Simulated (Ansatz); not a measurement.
The cell comes from COD entry 1523508, which wasn't checked; take it as a given geometry. The listed cell was then made from it by scaling, straining or moving an atom.

An input for HfRu: DFT, PBEsol, PAW with Ansatz's default frozen-core files, scalar-relativistic (Ansatz 0.2.0). The PAW files were made with PBE; their cores are remade for this functional.

Command: `ansatz run input.yaml --threads 1 --pin off --max-ram 3072MiB --backend cpu --events-out ev --progress --plain --runs-dir out` The run took 4.8 s on 1 thread of Arm Neoverse V2 (shared host), peak memory 0.41 GiB.

```yaml
crystal:
  lattice:
    - [3.2033550525, 0.0, 0.0]
    - [0.0, 3.2033550525, 0.0]
    - [0.0, 0.0, 3.2033550525]
  atoms:
    - { symbol: Hf, position: [0.0, 0.0, 0.0] }
    - { symbol: Ru, position: [0.5, 0.5, 0.5] }
kpoints:
  mp_grid: { grid: [11, 11, 11] }
scf:
  occupations: { method: fermi_dirac, width: 0.08 }
hamiltonian:
  xc: pbesol
  pseudopotentials: { kind: paw }
output:
  forces: true
  stress: true
  eigenvalues: true
  efg: { contact_densities: true }
```

The results part of the log:

```
SCF 1 converged in 7 iterations: F = -21416.051236 eV  dr2 = 7.70e-8
  greatest PAW one-centre occupation: 0.999 electrons in one spin orbital (limit 2), on the Ru atom at site 1 (counted from 0), in its partial waves of l = 0
SCF converged after 7 iterations
Free energy (F): -21416.051236 eV
Harris-Foulkes:  -21416.051236 eV  (|F-HF|=3.94e-8)
Internal energy: -21416.040327 eV  (E = F + TS)
E sigma→0 (E₀):  -21416.045782 eV
Entropy (-TS):   -0.010909 eV (-5.455 meV/atom)
Fermi energy:    23.267673 eV
--- Per-component energies (eV) ---
  E_band       = 71.133590
  E_kinetic    = 943.129176
  E_local      = -5989.833761  (includes V_loc(G=0)·N_el)
  E_nonlocal   = -892.062814
  E_hartree    = 2662.108598
  E_xc         = -489.140726
  E_vxc        = -507.115060  (∫ρ·V_xc dr)
  E_paw        = -10208.695183  (= ΣΔE_a)
  E_vpaw       = 1192.800329  (= ΣTr[D̂ρ^β])
  E_aug_tail   = -0.000190  (compensation charges beyond the density's cutoff)
  E_ewald      = -7443.049815
  E_core_change = 1.504388  (= ΣΔE_core)
  E_smearing   = -0.010909  (= −TS)
  E_closure    = -0.000000  (closes the sum)
  Σ components = -21416.051236   (vs F -21416.051236, Δ=0.00e0)
--- Forces (eV/Å), atoms counted from 1 ---
  atom   1  Hf    -0.00000000     0.00000000     0.00000000
  atom   2  Ru     0.00000000     0.00000000    -0.00000000
  max |Σ_I F_I| component: 5.57e-29 eV/Å
--- Stress (GPa, compression-positive) ---
        1.157415       0.000000       0.000000
       -0.000000       1.157415       0.000000
        0.000000       0.000000       1.157415
  P = ⅓ Tr σ = 1.1574 GPa (11.574 kbar)
--- PAW observables at the nuclei: V_zz in 10²¹ V/m², potentials from the cell's mean, atoms counted from 1 ---
  atom   1  Hf V_zz =    -0.000000   η = 0.0000   by run symmetry: forbidden
            electrostatic potential = -14188.059184 V   contact ρ = 7519158.821552 e/Å³
  atom   2  Ru V_zz =    +0.000000   η = 0.0000   by run symmetry: forbidden
            electrostatic potential = -6804.411608 V   contact ρ = 718376.396164 e/Å³
--- Band table (eV; the first three rows and the last of 56) ---
  k-point 0: bands = ["-49.2369", "-38.4924", "-19.2504", "-19.2504", "-19.2504", "-7.0274", "-7.0274", "-7.0274", "11.5789", "11.5789", "11.5789", "11.5927", "11.5927", "11.5927", "11.6047", "15.3203", "18.1938", "18.1938", "21.6428", "21.6428", "21.6428", "25.4640", "25.4640", "29.1739", "29.1739", "29.1739"]
  k-point 1: bands = ["-49.2363", "-38.4912", "-19.2574", "-19.2493", "-19.2493", "-7.0638", "-7.0267", "-7.0267", "11.5765", "11.5800", "11.5800", "11.5887", "11.5932", "11.5932", "11.6032", "15.5074", "18.2832", "18.3338", "21.6229", "21.6229", "21.6948", "25.2487", "25.5351", "28.4099", "28.4099", "29.0503"]
  k-point 2: bands = ["-49.2348", "-38.4880", "-19.2760", "-19.2464", "-19.2464", "-7.1605", "-7.0248", "-7.0248", "11.5703", "11.5787", "11.5813", "11.5813", "11.5960", "11.5960", "11.5992", "16.0446", "18.5454", "18.7118", "21.5774", "21.5774", "21.8408", "24.6662", "25.6818", "27.1808", "27.1808", "28.7178"]
  k-point 55: bands = ["-49.2180", "-38.4406", "-19.3240", "-19.3233", "-19.3233", "-7.3739", "-7.3739", "-7.3710", "11.5740", "11.5740", "11.5740", "11.5772", "11.6081", "11.6081", "11.6085", "20.0934", "20.2763", "20.2763", "21.3997", "21.3997", "21.4483", "23.5507", "23.5507", "29.4999", "29.4999", "30.7275"]
```
